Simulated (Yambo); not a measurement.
# Convergence of the G0W0 gap of PbSe

G0W0@LDA for PbSe (rock salt, space group Fm-3m, No. 225) in Yambo. Reference settings: 4×4×4 Γ-centred k mesh, bands 6 to 136 and a 10 Ry block in the screening, 136 bands in G with the Bruneval-Gonze terminator, plasmon pole fitted at 27.2 eV. The LDA gap L → L on this mesh is 0.28 eV; G0W0 gaps are taken between the same points.

```json
[
 {"change from the reference": "reference settings", "G0W0 gap L → L (eV)": "0.86", "shift of the valence edge (eV)": "-0.73", "rough Yambo cost": "1"},
 {"change from the reference": "74 bands in W, 74 bands in G", "G0W0 gap L → L (eV)": "0.83", "shift of the valence edge (eV)": "-0.61", "rough Yambo cost": "within a factor of two"},
 {"change from the reference": "wavefunctions cut at 10 Ry", "G0W0 gap L → L (eV)": "0.65", "shift of the valence edge (eV)": "-0.26", "rough Yambo cost": "about 1/2"},
 {"change from the reference": "exchange cut at 10 Ry", "G0W0 gap L → L (eV)": "0.70", "shift of the valence edge (eV)": "-0.29", "rough Yambo cost": "–"},
 {"change from the reference": "exchange cut at 20 Ry", "G0W0 gap L → L (eV)": "0.80", "shift of the valence edge (eV)": "-0.62", "rough Yambo cost": "–"},
 {"change from the reference": "31 bands in W, 31 bands in G, 2 Ry block", "G0W0 gap L → L (eV)": "0.56", "shift of the valence edge (eV)": "-0.11", "rough Yambo cost": "about 1/8"},
 {"change from the reference": "31 bands in W, 31 bands in G, 8 Ry block", "G0W0 gap L → L (eV)": "0.74", "shift of the valence edge (eV)": "-0.23", "rough Yambo cost": "about 1/6"},
 {"change from the reference": "49 bands in W, 49 bands in G, 2 Ry block", "G0W0 gap L → L (eV)": "0.53", "shift of the valence edge (eV)": "-0.26", "rough Yambo cost": "about 1/5"},
 {"change from the reference": "49 bands in W, 49 bands in G, 4 Ry block", "G0W0 gap L → L (eV)": "0.69", "shift of the valence edge (eV)": "-0.38", "rough Yambo cost": "about 1/4"},
 {"change from the reference": "104 bands in W, 104 bands in G, 6 Ry block", "G0W0 gap L → L (eV)": "0.81", "shift of the valence edge (eV)": "-0.64", "rough Yambo cost": "within a factor of two"},
 {"change from the reference": "104 bands in W, 104 bands in G, 8 Ry block", "G0W0 gap L → L (eV)": "0.84", "shift of the valence edge (eV)": "-0.67", "rough Yambo cost": "within a factor of two"},
 {"change from the reference": "31 bands in W, 31 bands in G, 4 Ry block, no terminator", "G0W0 gap L → L (eV)": "0.57", "shift of the valence edge (eV)": "0.11", "rough Yambo cost": "about 1/7"},
 {"change from the reference": "31 bands in W, 31 bands in G, no terminator", "G0W0 gap L → L (eV)": "0.59", "shift of the valence edge (eV)": "0.11", "rough Yambo cost": "about 1/6"},
 {"change from the reference": "49 bands in W, 49 bands in G, 4 Ry block, no terminator", "G0W0 gap L → L (eV)": "0.62", "shift of the valence edge (eV)": "-0.20", "rough Yambo cost": "about 1/5"},
 {"change from the reference": "74 bands in W, 74 bands in G, 4 Ry block, no terminator", "G0W0 gap L → L (eV)": "0.67", "shift of the valence edge (eV)": "-0.39", "rough Yambo cost": "about 1/4"}
]
```

The reference isn't shown to be the converged limit. Costs are rough (shared machines), scaled to the same edge states, and given only for runs that recompute the screening.

Spin-orbit coupling is left out; with 6p states at a band edge it can lower the gap by many tenths of an eV, most of a small gap. So small a LDA gap in heavy elements may be inverted, where one-shot corrections to single bands mislead.

The standard potentials for Pb, Se keep a d shell in the valence without the s and p states of that shell. In tests on such compounds this moved G0W0 gaps by up to about 0.9 eV, so absolute quasiparticle energies here are unreliable; differences between settings are what counts.

Geometry of the Materials Project entry, not relaxed at this level; primitive cell a = b = c = 4.371 Å, α = β = γ = 60.00°.

A shift is the quasiparticle energy of the state minus its LDA energy.
